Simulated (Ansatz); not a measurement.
**BN (wurtzite), frozen-phonon scan**

Starting cell, BN (wurtzite):

```yaml
crystal:
  lattice:
    - [5.08794, 0.00000, 0.00000]
    - [-1.27198, 2.20314, 0.00000]
    - [0.00000, 0.00000, 4.20774]
  atoms:
    - { symbol: B, position: [0.33333, 0.33333, 0.99990] }
    - { symbol: B, position: [0.83333, 0.33333, 0.99990] }
    - { symbol: B, position: [0.16667, 0.66667, 0.49990] }
    - { symbol: B, position: [0.66667, 0.66667, 0.49990] }
    - { symbol: N, position: [0.33333, 0.33333, 0.62530] }
    - { symbol: N, position: [0.83333, 0.33333, 0.62530] }
    - { symbol: N, position: [0.16667, 0.66667, 0.12530] }
    - { symbol: N, position: [0.66667, 0.66667, 0.12530] }
```

The atoms are displaced by Q × the pattern below (from a DFPT mode at M = (0.5, 0.0, 0.0), largest move 1; Q in Å), at fixed cell. (q is in reciprocal vectors of the primitive cell; the cell shown is doubled to hold the pattern.)

| atom | x | y | z |
|---|---|---|---|
| B1 | 0.805 | 0.465 | -0.369 |
| B2 | -0.805 | -0.465 | 0.369 |
| B3 | 0.805 | 0.465 | 0.369 |
| B4 | -0.805 | -0.465 | -0.369 |
| N5 | -0.592 | -0.342 | -0.054 |
| N6 | 0.592 | 0.342 | 0.054 |
| N7 | -0.592 | -0.342 | 0.054 |
| N8 | 0.592 | 0.342 | -0.054 |

The numbers are results of r2SCAN (plane waves to 500 eV, PAW, scalar-relativistic; Ansatz, a first-principles code), not measurements. k mesh 15×15×8 (Γ-centred), Fermi-Dirac smearing 0.05 eV. E stands for the smeared free energy. Compression counts positive. BN was relaxed with its symmetry unable to fall. The zero of ΔE is the undisplaced structure.

| Q (Å) | ΔE (meV/cell) | −dE/dQ from forces (eV/Å) | P (GPa) |
|---|---|---|---|
| -0.180 | 5187 | 55.012 | 14.7 |
| -0.150 | 3652 | 47.193 | 10.4 |
| -0.120 | 2363 | 38.625 | 6.7 |
| -0.090 | 1340 | 29.469 | 3.8 |
| -0.060 | 599 | 19.881 | 1.7 |
| -0.030 | 150 | 10.011 | 0.4 |
| 0.000 | 0 | 0.000 | 0.0 |
| 0.030 | 150 | -10.011 | 0.4 |
| 0.060 | 599 | -19.881 | 1.7 |
| 0.090 | 1340 | -29.469 | 3.8 |
| 0.120 | 2363 | -38.625 | 6.7 |
| 0.150 | 3652 | -47.193 | 10.4 |
| 0.180 | 5187 | -55.012 | 14.7 |

Derived quantities:

* **Energy at Q = 0.180 Å**: 5187 meV/cell
* **Space group of the distorted cell**: Pmc2_1 (No. 26), lowered from P6_3mc
* **Symmetry of the curve**: even: the same for both signs
* **Shape of the curve**: a single well with its minimum at or next to zero displacement
* **Harmonic wavenumber from the curvature (finite differences)**: 1143 cm⁻¹
* **Wavenumber by perturbation theory (DFPT, on another k mesh)**: 1143 cm⁻¹

The 13 points together took very roughly 5 core-minutes.

(A displaced cell: forces are minus the slopes of the energy, force constants its curvatures, and phonons follow from these.)
